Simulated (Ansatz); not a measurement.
# Equation of state of SrAg₂Sn₂

A database entry relaxed whole under r2SCAN (I4/mmm):

```
Sr Ag Sn
1.0
    -2.34964    2.34964    5.81604
     2.34964   -2.34964    5.81604
     2.34964    2.34964   -5.81604
Sr Ag Sn
1 2 2
Direct
  0.00000 0.00000 0.00000
  0.75000 0.25000 0.50000
  0.25000 0.75000 0.50000
  0.37874 0.37874 0.00000
  0.62126 0.62126 0.00000
```

The cell was scaled uniformly, its shape held, and the atoms relaxed at each volume with plane-wave PAW DFT (Ansatz 0.2.0; r2SCAN, 500 eV, 10×10×10 Γ-centred mesh, fermi-dirac occupations of width 0.100 eV; no spin, no spin-orbit coupling). One row is withheld.

```tsv
volume (Å³/atom)	energy over the lowest (meV/atom)	pressure (GPa)
24.146	18.5	4.15
24.660	?	?
25.174	1.8	1.22
25.687	0.0	0.00
26.201	1.9	-1.08
26.715	7.0	-2.04
27.229	15.0	-2.89
```

Fit the pressures of the other rows to the third-order Birch-Murnaghan form.

With f = [(V₀/V)^(2/3) − 1]/2 and P = 3B₀f(1 + 2f)^(5/2)[1 + 3(B₀′ − 4)f/2], least squares gives V₀ = 25.69 Å³ an atom, B₀ = 57.4 GPa and B₀′ = 5.0; the rows miss the fit by less than 0.01 GPa. The slope of the energies differs from these pressures by less than 0.05 GPa.

What does the withheld row hold?

The fit gives 2.60 GPa at 24.660 Å³; the run gave 2.60 GPa and 7.8 meV an atom.

Caveats: the shape of the cell was held, so B₀ is an upper bound where the axes differ in stiffness; 0 K, fixed nuclei; the symmetry was kept, and this need not be the phase that is stable at 0 K; one mesh for all volumes; pressure is positive in compression.
